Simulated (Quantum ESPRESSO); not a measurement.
## MgF$_{2}$ (changed cell): field gradients at the nuclei

```yaml
crystal:
  lattice:
    - [4.61520, 0.00000, 0.00000]
    - [0.00000, 4.61520, 0.00000]
    - [0.00000, 0.00000, 3.04778]
  atoms:
    - { symbol: Mg, position: [0.50000, 0.50000, 0.50000] }
    - { symbol: Mg, position: [0.00000, 0.00000, 0.00000] }
    - { symbol: F, position: [0.70321, 0.70321, 0.00000] }
    - { symbol: F, position: [0.29679, 0.29679, 0.00000] }
    - { symbol: F, position: [0.79679, 0.20321, 0.50000] }
    - { symbol: F, position: [0.20321, 0.79679, 0.50000] }
```
The cell was made here from a computed Materials Project entry: F3 and its equivalents moved by 0.04 Å along (0.71, 0.71, 0.00), space group kept. The parent is MgF2 in P4₂/mnm. Stability against distortions was not tested.

Convention: |Vzz| is the largest principal value, η_Q = (Vxx − Vyy)/Vzz, |C_Q| = |eQVzz/h|. Cores are frozen. Against all-electron runs on small test molecules, this scheme's |Vzz| missed by −6 to +4 % (−29 % in KF) on F. Mg had no test against all-electron runs. The structure is static (0 K, no zero-point motion).

Quadrupole moments taken as inputs (sizes, barn, from the tables of PySCF and pymatgen): ²⁵Mg 0.199.

What do the calculations give at each independent site (field gradients by PBE PAW (JTH datasets; density from pw.x of a modified build of Quantum ESPRESSO, gradients reconstructed from it by a script), 22.5 Ha, k-mesh 5×5×7 through Γ)?


```json
[
 {"site": "Mg (atoms 1, 2)", "site symmetry": "mmm", "Vzz (a.u.)": "-0.127", "η_Q": "0.78", "∣C_Q∣ (MHz)": "5.93 (²⁵Mg)"},
 {"site": "F (atoms 3, 4, 5, 6)", "site symmetry": "m2m", "Vzz (a.u.)": "-0.516", "η_Q": "0.43", "∣C_Q∣ (MHz)": "–"}
]
```
